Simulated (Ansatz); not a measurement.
The relaxed structure here is a generated cell of Li: the first start was made by a random draw of sites in a space group, and the end was not matched to a known phase here, so it may be hypothetical. Known forms of Li include space group No. 229.

A relaxed structure of Li. Space group P6/mmm (No. 191), AFLOW prototype A_hP1_191_a (A_f, as in Sn). Computed with PBEsol (plane waves to 420 eV, PAW, scalar-relativistic; Ansatz, a first-principles code).

```cif
data_Li
_chemical_formula_sum 'Li1'
_space_group_name_H-M_alt 'P6/mmm'
_space_group_IT_number 191
_space_group_name_Hall '-P 6 2'
_cell_length_a 2.93657
_cell_length_b 2.93657
_cell_length_c 2.70983
_cell_angle_alpha 90.000
_cell_angle_beta 90.000
_cell_angle_gamma 120.000
loop_
_atom_site_label
_atom_site_type_symbol
_atom_site_symmetry_multiplicity
_atom_site_Wyckoff_symbol
_atom_site_fract_x
_atom_site_fract_y
_atom_site_fract_z
_atom_site_occupancy
Li1 Li 1 b 0.00000 0.00000 0.50000 1
```

| Quantity | Value |
|---|---|
| Volume per atom | 20.24 Å³ |
| Band gap | no gap (metallic) |
| Shortest distances | Li–Li 2.71 Å |
| k-mesh | 18×18×17 |

No spin polarisation in the result.

The run could not lower the symmetry of its start; a shaken copy of this end point relaxes with PBEsol to Immm (No. 71) at a tolerance of 0.01 Å, I4/mmm (No. 139) at 0.1 Å, 0.07 eV/atom lower.
